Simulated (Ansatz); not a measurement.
Equation of state of niobium, omega (AlB2-type)

Computed with DFT, r2SCAN, plane waves (500 eV) with PAW, scalar-relativistic (Ansatz). (PAW data from PBE, frozen cores regenerated.)

The cell is scaled uniformly from the relaxed one, with fractional coordinates and shape fixed. Energies are extrapolated to zero smearing, pressures are those at the given smearing. Magnetic state: spin not included.

| V (Å³/atom) | E − E₀ (meV/atom) | P (GPa) |
| --- | --- | --- |
| 16.174 | 167.7 | 27.29 |
| 16.909 | 69.2 | 16.41 |
| 17.645 | 16.0 | 7.46 |
| 18.380 | 0.0 | 0.05 |
| 19.115 | 15.0 | -6.08 |
| 19.850 | 55.6 | -11.17 |
| 20.585 | 117.5 | -15.38 |

Q: Fit a third-order Birch-Murnaghan equation.

A: V₀ = 18.37 Å³/atom, B₀ = 168 GPa, B₀′ = 3.7.
